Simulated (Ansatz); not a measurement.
Values for one crystal, relaxed and computed with plane-wave PAW HSE06 (Ansatz code); other levels are named.

| Property | Result |
|---|---|
| Volume per atom | 32.21 Å³ |
| Band gap | 0.23 eV (direct) |
| Pressure derivative B′ | 3.6 |
| Valence-band maximum | at L |
| Gap with spin–orbit coupling | none at the points solved |
| Bulk modulus (Birch–Murnaghan fit) | 43.4 GPa |
| Conduction-band minimum | at L (4 equivalent valleys) |

**Question.** Which of these materials gives this?
A. SnO2, rutile
B. SrO, rock salt
C. GaN, rock salt
D. SnTe, rock salt

**Answer.** D, SnTe, rock salt

Space group Fm-3m (rock salt). The HSE06 relaxation kept the symmetry of its start. The hybrid was solved on a coarse mesh, the path and, where they were found, the r²SCAN edge points; its band edges are the extreme levels among these. Scalar-relativistic: spin–orbit coupling is off unless named, which matters more the heavier the elements.

Potentials: the earlier of the program's two PAW sets. The files were generated under PBE; for other functionals the program regenerates the frozen cores, and for LDA and PBEsol the local potential too.
